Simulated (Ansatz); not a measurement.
A relaxed cell of Sn4Se3S is given with its symmetry left out. The cell was found from a structure generator's guess, not taken from experiment.

Level of theory: DFT PBE, scalar-relativistic, plane waves, PAW in Ansatz 0.2.0. Cutoff 420 eV, Γ-centred mesh, Gaussian smearing, no spin polarisation.

```yaml
crystal:
  lattice:
    - [5.94314, -2.10068, 0.00000]
    - [5.94314, 2.10068, 0.00000]
    - [-0.00757, 0.00000, 8.87856]
  atoms:
    - { symbol: Sn, position: [0.87257, 0.87257, 0.98391] }
    - { symbol: Sn, position: [0.87300, 0.87300, 0.48558] }
    - { symbol: Sn, position: [0.12363, 0.12363, 0.23317] }
    - { symbol: Sn, position: [0.12599, 0.12599, 0.71586] }
    - { symbol: Se, position: [0.64242, 0.64242, 0.01907] }
    - { symbol: Se, position: [0.35409, 0.35409, 0.27148] }
    - { symbol: Se, position: [0.35568, 0.35568, 0.76874] }
    - { symbol: S, position: [0.65470, 0.65470, 0.52219] }
```

Formation energies are uncorrected and refer to the elements' standard structures at the same level. The references include grey tin.

(1) What space group does it have?

(2) How far does it lie from the elements in energy?

(3) Is it a metal?

Answers

(1) Cm (No. 8). Conventional cell: a = 11.886 Å, b = 4.201 Å, c = 8.879 Å, β = 90.0°. Sn on its first site has 3 Se at 2.75–2.85 Å and 2 Se at 3.31 Å; Sn on its second site is surrounded by 1 S at 2.62 Å, 2 Se at 2.84 Å and 2 Se at 3.28 Å; Se on its first site has 3 Sn at 2.75–2.84 Å; S has 3 Sn at 2.62–2.74 Å; 4 more sites not described.

(2) −0.434 eV/atom. It lies below the elements, which doesn't yet make it stable against other compounds or structures.

(3) No, the gap on the 8×8×4 mesh is 0.75 eV.

The last run used an 8×8×4 mesh (in the run's order of axes) for its 8-atom cell and Gaussian smearing of 0.02 eV. Weakly bound directions are ill-defined at this level, which has no dispersion term. Kohn–Sham gaps at this level usually fall short of measured ones. The reference forms of S and Se are held partly by dispersion forces, which this level lacks. This cell was reached by moving the atoms of another relaxed cell at random and relaxing again, last within the group found; it had no such test of its own.
